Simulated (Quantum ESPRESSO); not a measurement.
Field gradients of K3NaF4 from a PBE PAW density (pw.x of a modified build of Quantum ESPRESSO, JTH datasets) with the all-electron reconstruction of Petrilli and co-workers. The input of pw.x:

```
&CONTROL
  calculation = 'scf'
  prefix = 'x'
  pseudo_dir = './pseudo'
  outdir = './out'
  tprnfor = .true.
/
&SYSTEM
  ibrav = 0
  nat = 8
  ntyp = 3
  ecutwfc = 60
  ecutrho = 240
  occupations = 'fixed'
  nbnd = 36
/
&ELECTRONS
  conv_thr = 1e-11
/
ATOMIC_SPECIES
Na 22.990 Na.GGA_PBE-JTH.UPF
F 18.998 F.GGA_PBE-JTH.UPF
K 39.098 K.GGA_PBE-JTH.UPF
CELL_PARAMETERS angstrom
    5.278132336000     0.000000000000     0.000000000000
    0.000000000000     5.278132336000     0.000000000000
    0.000000000000     0.000000000000     5.278132336000
ATOMIC_POSITIONS crystal
Na     0.000000000000     0.000000000000     0.000000000000
F      0.500000000000     0.000000000000     0.000000000000
K      0.000000000000     0.500000000000     0.500000000000
F      0.500000000000     0.500000000000     0.500000000000
K      0.500000000000     0.000000000000     0.500000000000
F      0.000000000000     0.000000000000     0.500000000000
K      0.500000000000     0.500000000000     0.000000000000
F      0.000000000000     0.500000000000     0.000000000000
K_POINTS automatic
4 4 4 0 0 0
```
The cell was made here from a computed Materials Project entry: one of 4 K replaced by Na, cell and atoms relaxed (PBE without dispersion, pw.x of Quantum ESPRESSO, symmetry kept). The parent is KF in Fm-3m. The swapped cell is a model, not a known phase. Stability against distortions was not tested.

Vzz is the sum of three terms, each taken along its main axis: the smooth valence density, the ions (nucleus and frozen core) with the augmentation charges of all other spheres, and the all-electron minus smooth density in the atom's own sphere. The split hangs on the datasets.  Cores are frozen. Against all-electron runs on small test molecules, this scheme's |Vzz| missed by −6 to +4 % (−29 % in KF) on F.

```
site                smooth valence density  ions and other spheres  own sphere  Vzz (a.u.)
------------------  ----------------------  ----------------------  ----------  ----------
F1 (atoms 2, 6, 8)                   0.139                  -0.099         [?]         [?]
```

Problem. What belongs in the gaps?

Solution. 
- F1 (atoms 2, 6, 8), own sphere: 0.228
- F1 (atoms 2, 6, 8), Vzz (a.u.): 0.268
